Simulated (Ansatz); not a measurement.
BeS (CsCl type), relaxed with PBEsol (Ansatz, a quantum-chemistry and plane-wave program, plane waves, PAW): a = b = c = 2.895 Å, α = β = γ = 90.00°.

- ΔH_f (eV/atom) = 0.32
- B₀ by P(V) fit (GPa) = 91.2
- highest Γ mode, no LO–TO term (cm⁻¹) = 0

### Question
The same phase is relaxed and computed with r²SCAN in the same code. What are the cell and these values now?

### Answer
a = b = c = 2.942 Å, α = β = γ = 90.00°.

* **ΔH_f (eV/atom)**: 0.49
* **B₀ by P(V) fit (GPa)**: 82.7
* **highest Γ mode, no LO–TO term (cm⁻¹)**: 0

Constructed cells (a structure type filled with these elements, in neither database checked): BeS, CsCl type. Unstable at this level: BeS, CsCl type with PBEsol; BeS, CsCl type with r²SCAN. All cells were relaxed under the symmetry of their starts (and spin orders); stability against distortions was not tested throughout.

Potentials: the later of the program's two PAW sets.

Ansatz is a plane-wave DFT program.

Formation energies count from the lowest solids of the elements computed at the same level, not from gases.
